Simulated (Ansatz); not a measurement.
Input for Ansatz (plane-wave DFT, PAW):

```yaml
crystal:
  lattice:
    - [3.9832689838, 0.0, 0.0]
    - [0.0, 3.9832689838, 0.0]
    - [0.0, 0.0, 3.9832689838]
  atoms:
    - { symbol: Ni, position: [0.0, 0.0, 0.0], spin: -0.29 }
    - { symbol: Au, position: [0.5, 0.0, 0.5] }
    - { symbol: Au, position: [0.0, 0.5, 0.5] }
    - { symbol: Au, position: [0.5, 0.5, 0.0] }
basis:
  ecutwfc: 500
kpoints:
  mp_grid: { grid: [10, 10, 10] }
  band_path:
    path:
      - [[0.0, 0.0, 0.0], [0.0, 0.5, 0.0], [0.5, 0.5, 0.0], [0.0, 0.0, 0.0], [0.5, 0.5, 0.5], [0.0, 0.5, 0.0]]
      - [[0.5, 0.5, 0.5], [0.5, 0.5, 0.0]]
    npoints: 14
hamiltonian:
  xc: r2scan
scf:
  occupations: { method: gaussian, width: 0.1 }
  n_extra_bands: 10
output:
  forces: true
  stress: true
  eigenvalues: true
  populations: true
  dos: { projected: true, de: 0.02, nscf_kmesh: { grid: [15, 15, 15] } }
  bader: true
magnetization:
  spin_polarized: true
checkpoint:
  read: start.run
  write: ck
  compress: false
  write_wavefunctions: false
  write_every: 100000
```

Command:
```bash
ansatz run input.yaml --threads 1 --pin off --max-ram 2560MiB --backend cpu --events-out ev --progress --plain --runs-dir out
```

Computed with Ansatz 0.2.0, DFT r2SCAN, scalar-relativistic, plane waves, PAW.

Part of what the program printed, abridged (final results; tables in files aren't shown):

```
SCF 1 converged in 2 iterations: F = -45335.355685 eV  dr2 = 1.08e-9
this state was not tested for a lower state beside it, because the mixer in use, unlike msr1, does not test its closes by its own steps (another_mixer; see scf.mixing.algorithm and scf.lower_state_search)
SCF converged after 2 iterations
Magnetization: -0.2325 μB (37.3837 up, 37.6163 down)
Absolute magnetization: 0.3179 μB (∫|ρ↑−ρ↓|, with the PAW one-centre terms)
Spin contamination: 0.0128 ħ² per cell (⟨S²⟩ above its minimum at these occupations)
Per-site moments (μB) at R_I (Å): [(-0.25953068, 1.16184606), (0.00046654, 1.16184606), (0.00046654, 1.16184606), (0.00046654, 1.16184606)]
Free energy (F): -45335.355685 eV
Harris-Foulkes:  -45335.355685 eV  (|F-HF|=1.06e-9)
Internal energy: -45335.341973 eV  (E = F + TS)
E sigma→0 (E₀):  -45335.348829 eV
Entropy (-TS):   -0.013711 eV (-3.428 meV/atom)
Fermi energy:    19.472253 eV
--- Per-component energies (eV) ---
  E_band       = -1000.508381
  E_kinetic    = 2099.267683
  E_local      = -8842.032866  (includes V_loc(G=0)·N_el)
  E_nonlocal   = 877.841041
  E_hartree    = 3766.097722
  E_xc         = -731.942792
  E_vxc        = -1035.271150  (∫ρ·V_xc dr)
  E_paw        = -30846.797886  (= ΣΔE_a)
  E_vpaw       = -1703.649862  (= ΣTr[D̂ρ^β])
  E_aug_tail   = 0.002590  (compensation charges beyond the density's cutoff)
  E_vtau       = 71.136613  (kinetic-family band-sum trace: ∫τ·v_τ [+ j·A + Jᵃ·Aᵃ] dr)
  E_ewald      = -11656.948425
  E_core_change = -0.829040  (= ΣΔE_core)
  E_smearing   = -0.013711  (= −TS)
--- Forces (eV/Å), atoms counted from 1 ---
  atom   1  Ni     0.00000000     0.00000000     0.00000000
  atom   2  Au     0.00000000     0.00000000     0.00000000
  atom   3  Au     0.00000000     0.00000000     0.00000000
  atom   4  Au     0.00000000     0.00000000     0.00000000
--- Stress (GPa, compression-positive) ---
        0.024531       0.000000       0.000000
        0.000000       0.024531       0.000000
        0.000000       0.000000       0.024531
  P = ⅓ Tr σ = 0.0245 GPa (0.245 kbar)
--- Band table (eV; the first three rows and the last of 112) ---
  k-point 0 ↑: bands = ["-88.2025", "-88.1832", "-88.1832", "-86.1094", "-45.0692", "-45.0692", "-45.0692", "-39.1700", "-39.1700", "-39.1700", "-39.0225", "-39.0225", "-39.0225", "-38.9569", "-38.9569", "-38.9569", "9.6213", "11.9747", "12.7418", "12.7418", "12.7418", "12.9371", "12.9371", "15.4614", "15.4614", "15.4614", "16.6542", "16.6542", "17.5735", "17.9823", "17.9823", "17.9823", "19.1660", "19.1660", "19.5562", "19.5562", "19.5562", "21.0095", "21.0095", "21.0095", "26.0768", "26.0768", "27.6937", "30.3219", "30.3219", "30.3219", "31.3872", "31.3872"]
  k-point 1 ↑: bands = ["-88.2020", "-88.1836", "-88.1832", "-86.1094", "-45.0693", "-45.0692", "-45.0692", "-39.1671", "-39.1671", "-39.1651", "-39.0233", "-39.0233", "-39.0227", "-38.9623", "-38.9591", "-38.9591", "9.7443", "12.0487", "12.7739", "12.8068", "12.8068", "12.9578", "13.0291", "15.4128", "15.4630", "15.4630", "16.5656", "16.6631", "17.4892", "17.6706", "17.6706", "17.9825", "19.0979", "19.1433", "19.3917", "19.3917", "19.5553", "20.2716", "21.5151", "21.5151", "26.0359", "26.5313", "28.0518", "30.3106", "30.3176", "30.3176", "30.9902", "31.3831"]
  k-point 2 ↑: bands = ["-88.2008", "-88.1848", "-88.1832", "-86.1094", "-45.0692", "-45.0692", "-45.0692", "-39.1593", "-39.1593", "-39.1508", "-39.0257", "-39.0257", "-39.0231", "-38.9778", "-38.9647", "-38.9647", "10.1036", "12.2579", "12.8636", "12.9999", "12.9999", "13.0089", "13.2941", "15.2804", "15.4529", "15.4529", "16.3142", "16.6813", "16.9994", "16.9994", "17.2457", "17.9831", "18.5133", "19.0842", "19.1442", "19.1442", "19.2528", "19.5528", "22.5603", "22.5603", "25.9241", "26.5568", "29.7411", "29.8821", "29.8821", "30.2059", "30.2998", "31.8211"]
  k-point 55 ↓: bands = ["-88.1916", "-88.1916", "-88.1916", "-86.5103", "-45.4646", "-45.4646", "-45.4646", "-39.2538", "-39.1325", "-39.1325", "-39.1325", "-38.9863", "-38.9863", "-38.9549", "-38.9549", "-38.9549", "12.2382", "12.2382", "12.2382", "12.2839", "14.4304", "14.4304", "14.4304", "15.3536", "15.3536", "15.3536", "15.9617", "15.9617", "17.6150", "17.6150", "17.6150", "18.7755", "18.8529", "18.8529", "18.8529", "18.9746", "18.9746", "18.9746", "19.0123", "19.0123", "23.0166", "23.0166", "23.0166", "24.8886", "35.1351", "35.5308", "35.5308", "35.5308"]
--- Löwdin populations: 4 sites ---
  site symbol q [e]    m [muB]
     0     Ni     17.8173    -0.2492
     1     Au     18.8300    -0.0027
     2     Au     18.8300    -0.0027
     3     Au     18.8300    -0.0027
  spilling = 0.009235 (of n_electrons = 75.000000)
--- Bader charges: 4 sites ---
  site symbol charge [e]  shift [e]    m [muB]
     0     Ni      0.3683     0.0015    -0.2568
     1     Au     -0.1228     0.0005     0.0081
     2     Au     -0.1228     0.0005     0.0081
     3     Au     -0.1228     0.0005     0.0081
  estimated error of the sums over rays = 1.9e-4 e
```

The calculation finished and met its thresholds.

It took 2.2 min on 1 thread of Arm Neoverse V1, with other jobs on the host, peak memory 0.7 GiB.

The run starts from the saved density of an earlier one, so iterations and time are fewer than from atoms.

The state reached may not be the lowest one. Spin-orbit coupling is left out, which matters for the bands of heavy elements.